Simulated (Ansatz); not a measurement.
Mg2FeH6: pressure against volume

Mg2FeH6, Fm-3m, a = 6.359 Å. The structure is a COD entry; whether it is the stable form wasn't checked. Ansatz: r2SCAN, PAW, 500 eV, Γ-centred 8×8×8 mesh on 9 atoms, Gaussian smearing 0.02 eV; no spin polarisation. Shape and atoms are relaxed at each volume; pressure is positive in compression.

| V (Å³/atom) | P (GPa) |
| --- | --- |
| 6.714 | 5.93 |
| 6.929 | 2.75 |
| 7.143 | -0.01 |
| 7.357 | ? |
| 7.572 | -4.45 |

**Question.** Take V0 = 7.143 Å³/atom, count pressures from its P0 = -0.01 GPa, fit the third-order Birch–Murnaghan form to the other rows, and predict the missing pressure.

**Answer.** With the Eulerian strain f = ½[(V0/V)^(2/3) − 1] and y = (P − P0)/[3f(1 + 2f)^(5/2)], the form is the line y = B0 + 1.5 B0 (B0′ − 4) f. Rows (f, y): 0.02108, 84.7; 0.01024, 85.4; -0.01907, 85.5. Means f = 0.004083, y = 85.200; Σ(Δf)² = 0.0008629, ΣΔfΔy = -0.01421; the slope is their ratio. y = 85.27 − 16.47 f GPa, so B0 = 85.3 GPa and B0′ = 4 + 2 × (-16.47)/(3 × 85.27) = 3.87. At V = 7.357, f = -0.00974, y = 85.43 and P = -2.39 GPa. The run gave -2.39 GPa, the same to the digits shown.